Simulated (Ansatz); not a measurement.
The relaxed structure here is a generated cell of ZnSnN2: the first start was made by placing the elements on the sites of a structure type, and the end was not matched to a known phase here, so it may be hypothetical.

A relaxed structure of ZnSnN2. Space group R-3m (No. 166), AFLOW prototype ABC2_hR4_166_a_b_c (F5_1, as in NaCrS2). Calculation: PBE (plane waves to 420 eV, PAW, scalar-relativistic; Ansatz, a first-principles code).

```cif
data_N2SnZn
_chemical_formula_sum 'Sn1 Zn1 N2'
_space_group_name_H-M_alt 'P 1'
_space_group_IT_number 1
_cell_length_a 5.53105
_cell_length_b 5.53105
_cell_length_c 5.53105
_cell_angle_alpha 33.659
_cell_angle_beta 33.659
_cell_angle_gamma 33.659
loop_
_space_group_symop_operation_xyz
  'x, y, z'
loop_
_atom_site_label
_atom_site_type_symbol
_atom_site_fract_x
_atom_site_fract_y
_atom_site_fract_z
_atom_site_occupancy
Sn1 Sn 0.00000 0.00000 0.00000 1
Zn1 Zn 0.50000 0.50000 0.50000 1
N1 N 0.25342 0.25342 0.25342 1
N2 N 0.74658 0.74658 0.74658 1
```

Q: Predict the band gap from PBE.

A: 0.46 eV, indirect (valence top at 56 % of the way from Γ to S0, conduction bottom at Γ) (no spin-orbit coupling).

Q: Estimate the smallest direct gap that PBE returns for this input.

A: 0.64 eV at Γ.

No spin polarisation in the result.

The run could not lose the symmetry of its start: the end is stationary, and may be a saddle point rather than a minimum.
